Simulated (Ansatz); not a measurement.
An Ansatz (an electronic-structure program) run. Input:

Ansatz 0.2 input:
```yaml
crystal:
  lattice:
    - [0.0, 5.3688417856, -5.3885732847]
    - [0.0, 5.3688417856, 5.3885732847]
    - [5.6151755075, 0.0, 0.0]
  atoms:
    - { symbol: Cs, position: [0.9961229386, 0.0038770614, 0.5] }
    - { symbol: Cs, position: [0.5384186289, 0.4615813711, 0.5] }
    - { symbol: Pb, position: [0.013210958, 0.4976042538, 0.0] }
    - { symbol: Pb, position: [0.5023957462, 0.986789042, 0.0] }
    - { symbol: Cl, position: [0.6894849895, 0.6712731886, 0.0] }
    - { symbol: Cl, position: [0.3287268114, 0.3105150105, 0.0] }
    - { symbol: Cl, position: [0.5130674661, 0.9916284348, 0.5] }
    - { symbol: Cl, position: [0.0083715652, 0.4869325339, 0.5] }
    - { symbol: Cl, position: [0.170712641, 0.829287359, 0.0] }
    - { symbol: Cl, position: [0.8114882552, 0.1885117448, 0.0] }
kpoints:
  mp_grid: { grid: [4, 4, 4] }
hamiltonian:
  xc: lda
  pseudopotentials: { kind: paw }
scf:
  occupations: { method: fixed }
phonons:
  method: dfpt
  response_accuracy: low
  qmesh: [2, 2, 2]
  interpolated_qmesh: [7, 7, 10]
  dielectric: true
  rigid_motions: translations
  temperatures: { t_max: 1000, t_step: 50 }
  qpath:
    path:
      - [[0.0, 0.0, 0.0], [-0.5, 0.5, 0.0], [-0.4981724872, 0.5018275128, 0.0]]  # Γ-Y-C_0
      - [[0.4981724872, 0.4981724872, 0.0], [0.0, 0.0, 0.0], [0.0, 0.0, 0.5], [0.4981724872, 0.4981724872, 0.5]]  # Σ_0-Γ-Z-A_0
      - [[-0.4981724872, 0.5018275128, 0.5], [-0.5, 0.5, 0.5], [-0.5, 0.5, 0.0]]  # E_0-T-Y
      - [[0.0, 0.0, 0.0], [0.0, 0.5, 0.0], [0.0, 0.5, 0.5], [0.0, 0.0, 0.5], [-0.5, 0.5, 0.5]]  # Γ-S-R-Z-T
    npoints: 7
```

Output (shortened):

```
WARN phonons: the dynamical matrix that this run interpolates holds no multipole term above the dipole-dipole one, and a site of this crystal is no centre of …
zone centre: on kpoints.mp_grid the ground state, and the responses unless they are solved on pairs of k-points, stand on 36 of the mesh's 64 k-points, reduced …
Pseudopotentials: kind: paw
Pseudopotential: Cs, paw, valence charge 9
Pseudopotential: Pb, paw, valence charge 14
Pseudopotential: Cl, paw, valence charge 7
Functional definition: SPW92
Crystal: 10 atoms, lattice volume = 324.899 Å³
Basis set: ecut = 420 eV, 6317 PW (Γ), exchange–correlation on 108×108×80 points (8 copies of the dense FFT grid, shifted against one another)
Bands: 54, of which v1, the nominal top of the filled ones, is band 44 counted from 1 (43 counted from 0)
Symmetry: 4 space group operations
k-points: 36 of 64 (irreducible under 1 space group operation, time reversal used)
PAW frozen core: Cs, regenerated for the run's functional, and the local potential with it
PAW frozen core: Pb, regenerated for the run's functional, and the local potential with it
PAW frozen core: Cl, regenerated for the run's functional, and the local potential with it
Initial wavefunctions: pseudopotential atomic-orbital guess
Eigensolver: davidson
Functional: x = slater, c = lda
all-band conjugate gradients solve this SCF's bands
SCF 1 converged in 10 iterations: F = -40493.764038 eV  dr2 = 2.46e-11
── the response to a field inside a basis, on 8×8×10 k-points: an SCF that follows is theirs, and a resumed run solves both again ──
Crystal: 10 atoms, lattice volume = 324.899 Å³
Bands: 45, of which v1, the nominal top of the filled ones, is band 44 counted from 1 (43 counted from 0)
k-points: 100 of 640 (time reversal used)
Initial density: handed on by an earlier stage of this run
Initial wavefunctions: pseudopotential atomic-orbital guess (no wavefunctions were taken with the density)
Eigensolver: Dense (100 Hₖ)
all-band conjugate gradients don't solve this SCF's bands (scf.eigensolver.kind)
SCF 1 converged in 5 iterations: F = -40493.653964 eV  dr2 = 5.45e-9
WARN: field response: inside a basis, on 8×8×10 points, no mesh in reach settles it …
WARN: field response: ε∞ stands inside a basis, on 8×8×10 points …
WARN: on the 7×7×10 q-mesh 103 entries of the irreducible table, 1.088e0 modes per cell, the lowest at -21.92 cm⁻¹, stand at or below zero and are read as no …
SCF converged after 10 iterations
Free energy (F): -40493.764038 eV
Harris-Foulkes:  -40493.764038 eV  (|F-HF|=7.28e-12)
Internal energy: -40493.764038 eV  (E = F + TS)
E sigma→0 (E₀):  -40493.764038 eV
Fermi energy:    4.234751 eV
--- Per-component energies (eV) ---
  E_band       = -432.620190
  E_kinetic    = 1828.085160
  E_local      = -5024.046599  (includes V_loc(G=0)·N_el)
  E_nonlocal   = 955.255561
  E_hartree    = 1878.585611
  E_xc         = -1422.179257
  E_vxc        = -1252.119950  (∫ρ·V_xc dr)
  E_paw        = -33755.527958  (= ΣΔE_a)
  E_vpaw       = -696.966398  (= ΣTr[D̂ρ^β])
  E_aug_tail   = 0.000693  (compensation charges beyond the density's cutoff)
  E_ewald      = -4955.465886
  E_core_change = 1.528636  (= ΣΔE_core)
  E_smearing   =  0.000000  (= −TS)
  E_closure    =  0.000000  (closes the sum)
  Σ components = -40493.764038   (vs F -40493.764038, Δ=0.00e0)
--- Band table (eV; the first three rows and the last of 36) ---
  k-point 0: bands = ["-16.4664", "-16.4252", "-12.3422", "-12.3357", "-12.2890", "-12.1472", "-12.0808", "-12.0790", "-12.0777", "-12.0760", "-12.0754", "-12.0681", "-10.7338", "-10.2681", "-10.2317", "-10.1623", "-9.8393", "-9.8057", "-4.0326", "-3.3737", …
  k-point 1: bands = ["-16.4633", "-16.4224", "-12.3374", "-12.2905", "-12.2260", "-12.1472", "-12.0818", "-12.0799", "-12.0786", "-12.0768", "-12.0754", "-12.0681", "-10.6647", "-10.2625", "-10.2278", "-10.2231", "-10.0129", "-9.8215", "-4.4262", "-3.3781", …
  k-point 2: bands = ["-16.4602", "-16.4196", "-12.3384", "-12.2377", "-12.1577", "-12.1471", "-12.0829", "-12.0810", "-12.0795", "-12.0776", "-12.0755", "-12.0681", "-10.4909", "-10.2950", "-10.2935", "-10.2565", "-10.2202", "-9.8353", "-4.7324", "-3.4369", …
  k-point 35: bands = ["-16.4593", "-16.4198", "-12.2895", "-12.2848", "-12.1558", "-12.1542", "-12.0828", "-12.0808", "-12.0795", "-12.0775", "-12.0730", "-12.0706", "-10.3342", "-10.3036", "-10.3028", "-10.3021", "-10.1191", "-10.0896", "-4.0917", …
  band table: 54 of 54 bands, residual norms ≤ 1.0e-3 eV
--- Phonons (Γ-DFPT): 21 representative perturbations + reference, on 36 of 64 k-points (Σ response iterations 62) ---
  k mesh reduced under 1 symmetry operation, with k and −k counted as one. Each operation leaves every solved perturbation unchanged …
  ASR residual: 3.243e-4 → 0.000e0 eV/Å²; symmetrization residual: 9.299e-5 eV/Å²
  ASR residual per site (eV/Å²): 1.87e-4 2.61e-4 2.44e-4 2.44e-4 3.24e-4 3.24e-4 2.95e-4 2.95e-4 1.96e-4 2.33e-4
  Γ frequencies (cm⁻¹): -8.01 0.00 0.00 0.00 13.56 18.81 34.16 34.59 37.88 44.50 46.76 47.37 53.17 54.16 76.98 78.43 88.47 88.87 93.37 94.44 102.30 109.19 110.90 121.94 130.88 130.93 136.00 136.87 216.09 250.62
  ε∞ (high-frequency dielectric tensor):
        4.405218     0.000000     0.000000
        0.000000     3.983591     0.000000
        0.000000     0.000000     4.032665
  ε⁰ (static dielectric tensor): not given — an optical mode at Γ is not stable, and the ionic part, a sum over the modes at Γ, is formed only where all of …
  softest optical mode at Γ: -8.01 cm⁻¹; the repairs (sum rule, projections) moved no ω² at Γ by more than (4.93 cm⁻¹)²
  Born effective charges Z* (e; rows j = field, columns β = displacement):
    site 0:
         1.46029    0.00000    0.00000
         0.00000    1.11143    0.00000
         0.00000    0.00000    1.39040
    site 1:
         1.45425    0.00000    0.00000
         0.00000    1.38469    0.00000
         0.00000    0.00000    1.09833
    site 2:
         3.86614    0.00000    0.00000
         0.00000    3.74805    0.47232
         0.00000   -0.43807    3.81803
    site 3:
         3.86614    0.00000    0.00000
         0.00000    3.74805   -0.47232
         0.00000    0.43807    3.81803
    site 4:
        -0.78181    0.00000    0.00000
         0.00000   -0.81344   -0.02336
         0.00000    0.05664   -3.47895
    site 5:
        -0.78181    0.00000    0.00000
         0.00000   -0.81344    0.02336
         0.00000   -0.05664   -3.47895
    site 6:
        -3.74451    0.00000    0.00000
         0.00000   -0.77155    0.01280
         0.00000   -0.01002   -0.75886
    site 7:
        -3.74451    0.00000    0.00000
         0.00000   -0.77155   -0.01280
         0.00000    0.01002   -0.75886
    site 8:
        -0.72970    0.00000    0.00000
         0.00000   -3.46780    0.00000
         0.00000    0.00000   -0.82176
    site 9:
        -0.86447    0.00000    0.00000
         0.00000   -3.35443    0.00000
         0.00000    0.00000   -0.82741
  Z* charge neutrality: 3.162e-2 e pre-enforcement
  solved inside a basis spanned on kpoints, on 8×8×10 k-points, which do not settle them: ε∞ is read to err by 4.8e-2, Z* by 5.4e-2 e (field_mesh …
  optical modes at Γ without the LO–TO term, one row a degenerate level:
      ω (cm⁻¹)  modes    IR ((D/Å)²/amu)
         -8.01      1             0.3157
         13.56      1             0.0001
         18.81      1             0.0793
         34.16      1             0.0000
         34.59      1             0.1066
         37.88      1             0.4926
         44.50      1             0.3261
         46.76      1             0.0424
         47.37      1             0.0009
         53.17      1             0.1244
         54.16      1             0.6827
         76.98      1             0.8958
         78.43      1             0.8834
         88.47      1             1.4868
         88.87      1             0.0000
         93.37      1             0.0346
         94.44      1             0.6034
        102.30      1             0.0646
        109.19      1             0.0738
        110.90      1             0.7750
        121.94      1             3.5978
        130.88      1            21.7887
        130.93      1             0.0000
        136.00      1            18.3924
        136.87      1            14.9129
        216.09      1             0.0019
        250.62      1             0.0000
  optical modes at Γ + LO–TO along q̂ = [1.0000, 0.0000, 0.0000]:
      ω (cm⁻¹)  modes    IR ((D/Å)²/amu)
         -8.01      1             0.3157
         13.56      1             0.0000
         18.81      1             0.0793
         34.16      1             0.0000
         34.59      1             0.1066
         37.88      1             0.4926
         44.50      1             0.3261
         46.76      1             0.0424
         47.38      1             0.0001
         53.17      1             0.1244
         54.16      1             0.6827
         76.98      1             0.8958
         78.43      1             0.8834
         88.87      1             0.0000
         90.55      1             0.0372
         93.37      1             0.0346
         95.78      1             0.0433
        102.41      1             0.0032
        109.19      1             0.0738
        110.90      1             0.7750
        121.94      1             3.5978
        130.93      1             0.0000
        136.00      1            18.3924
        136.87      1            14.9129
        216.09      1             0.0019
        228.38      1            23.8607
        250.62      1             0.0000
  optical modes at Γ + LO–TO along q̂ = [0.0000, 1.0000, 0.0000]:
      ω (cm⁻¹)  modes    IR ((D/Å)²/amu)
          9.21      1             0.0254
         13.56      1             0.0001
         18.81      1             0.0793
         34.16      1             0.0000
         35.32      1             0.0089
         37.88      1             0.4926
         44.50      1             0.3261
         46.93      1             0.0022
         47.37      1             0.0009
         53.17      1             0.1244
         57.26      1             0.0611
         78.43      1             0.8834
         80.04      1             0.0902
         88.47      1             1.4868
         88.87      1             0.0000
         93.37      1             0.0346
         94.44      1             0.6034
        102.30      1             0.0646
        109.29      1             0.0027
        110.90      1             0.7750
        121.94      1             3.5978
        130.88      1            21.7887
        130.93      1             0.0000
        136.87      1            14.9129
        216.04      1             0.0768
        226.39      1            20.2439
        250.62      1             0.0003
  optical modes at Γ + LO–TO along q̂ = [0.0000, 0.0000, 1.0000]:
      ω (cm⁻¹)  modes    IR ((D/Å)²/amu)
         -8.01      1             0.3157
         13.56      1             0.0001
         19.60      1             0.0043
         34.16      1             0.0000
         34.59      1             0.1066
         40.04      1             0.0189
         46.74      1             0.0412
         46.76      1             0.0424
         47.37      1             0.0009
         53.94      1             0.0199
         54.16      1             0.6827
         76.98      1             0.8958
         80.94      1             0.0657
         88.47      1             1.4868
         88.87      1             0.0000
         93.45      1             0.0022
         94.44      1             0.6034
        102.30      1             0.0646
        109.19      1             0.0738
        111.72      1             0.0154
        124.88      1             0.0447
        130.88      1            21.7887
        130.93      1             0.0000
        136.00      1            18.3924
        216.09      1             0.0019
        226.89      1            21.0138
        250.62      1             0.0000
  non-analytic LO–TO correction: the dipole-dipole term of the run's Born effective charges and high-frequency dielectric tensor (where they are solved with …
--- Phonons (arbitrary-q DFPT): 6 irreducible q on the 2×2×2 mesh ---
  q = [0.0000, 0.0000, 0.0000] (star 1, of the zone-centre solve; hermiticity 3.82e-5, symmetrization 1.68e-5): -8.01  0.00 0.00 0.00 13.56 18.81 34.16 34.59 37.88 44.50 46.76 47.37 53.17 54.16 76.98 78.43 88.47 88.87 93.37 94.44 102.30 109.19 110.90 121.94 …
  q = [0.0000, 0.0000, -0.5000] (star 1, 21 solved perturbations in 522 linear systems a pass and spin channel, the states on 30 of 64 k-point pairs; hermiticity 2.07e-5, symmetrization 1.09e-12): -19.94 -7.65 19.95 26.78 29.48 29.93 52.83 53.60 54.66 55.38 …
  q = [0.0000, -0.5000, 0.0000] (star 2, 30 solved perturbations on 30 of 64 k-point pairs; hermiticity 4.02e-5, symmetrization 3.72e-13): 8.37 17.56 19.56 20.74 21.05 25.98 37.43 39.38 40.06 42.73 51.28 53.31 63.51 69.11 71.35 75.69 86.33 87.84 92.64 95.15 …
  q = [0.0000, -0.5000, -0.5000] (star 2, 30 solved perturbations on 30 of 64 k-point pairs; hermiticity 2.72e-5, symmetrization 3.26e-13): -17.58 6.87 22.66 27.16 27.99 29.63 44.99 49.18 54.14 54.94 58.46 63.36 75.63 79.16 90.11 91.17 92.16 94.81 96.40 97.82 …
  q = [-0.5000, -0.5000, 0.0000] (star 1, 21 solved perturbations in 522 linear systems a pass and spin channel, the states on 30 of 64 k-point pairs; hermiticity 3.76e-5, symmetrization 3.79e-12): -3.43 16.89 18.86 27.60 29.21 31.96 32.20 33.80 42.83 44.62 …
  q = [-0.5000, -0.5000, -0.5000] (star 1, 21 solved perturbations in 522 linear systems a pass and spin channel, the states on 30 of 64 k-point pairs; hermiticity 2.15e-5, symmetrization 7.84e-12): -22.10 -12.45 27.48 30.34 31.11 31.34 32.29 35.03 41.10 …
  sum rule: each row above includes the acoustic sum rule's correction from the zone centre's row sums; it moved no ω² by more than (1.63 cm⁻¹)²
  mesh force constants: q→R imaginary residual 2.69e-18; ASR residual 3.243e-4 → 0.000e0 eV/Å²; symmetrization residual 3.553e-15 eV/Å²
  interpolated dispersion: 82 rows × 30 modes
  density of states and harmonic sums: on the 7×7×10 q-mesh, interpolated from the force constants of a 2×2×2 supercell (with the dipole–dipole term)
  largest difference from the sums on the solved wave vectors: F 6.78e-2 eV, S 9.21e-5 and C_V 2.42e-5 eV/K
  zero-point energy: 0.167954 eV/cell   skipped modes (ω ≤ 0): 106, of them read as no rigid motion or as one in doubt …
```

Cost: about 2.6 core-hours (a rough figure) on shared cores.

Space group Amm2. The first step of the workflow began from a Materials Project structure, measured or hypothetical; the Crystallography Open Database copy checked does not list it. COD files the formula under space group No. 221, so this cell is another polymorph or a model. Whether it is the stable phase at ambient conditions was not checked. The LDA relaxation kept the symmetry of its start. Spin–orbit coupling is left out wherever it is not named.

Potentials: the later of the program's two PAW sets.

Ansatz is a plane-wave DFT program.
